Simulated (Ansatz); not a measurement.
**Ti3O: a fit and a missing row**

Ti3O, P6_3/mcm, a = 5.065 Å, c = 4.846 Å. The structure is a Materials Project entry; whether it is the stable form wasn't checked. Ansatz: PBEsol, PAW, 420 eV, Γ-centred 12×12×8 mesh on 8 atoms, Gaussian smearing 0.10 eV; no spin polarisation. Shape and atoms are relaxed at each volume; pressure is positive in compression.

```
V (Å³/atom) P (GPa)
     11.845    25.12
     12.249    17.36
     12.653    10.68
     13.056     4.94
     13.460     0.00
     13.864    -4.24
     14.268    -7.87
     14.806        ?
```

Problem. Take V0 = 13.460 Å³/atom, fit the third-order Birch–Murnaghan form to the other rows, and predict the missing pressure.

Solution. With the Eulerian strain f = ½[(V0/V)^(2/3) − 1] and y = P/[3f(1 + 2f)^(5/2)], the form is the line y = B0 + 1.5 B0 (B0′ − 4) f. Rows (f, y): 0.04447, 152.2; 0.03243, 152.5; 0.02104, 152.6; 0.01026, 152.5; -0.00976, 152.1; -0.01906, 151.7. Means f = 0.01323, y = 152.27; Σ(Δf)² = 0.002986, ΣΔfΔy = 0.02644; the slope is their ratio. y = 152.1 + 8.855 f GPa, so B0 = 152.1 GPa and B0′ = 4 + 2 × (8.855)/(3 × 152.1) = 4.04. At V = 14.806, f = -0.03078, y = 151.83 and P = -11.96 GPa. The run gave -11.90 GPa, so the fit is 0.06 GPa too low, a small miss on the scale of the series. The form still works here, 22 % of the fitted range beyond its end.

Spin polarisation was left out, and a magnetic state may lie lower.

Cost: 8 runs of about 20 core-minutes in all, on Intel Xeon Platinum 8488C (Sapphire Rapids) (shared hosts).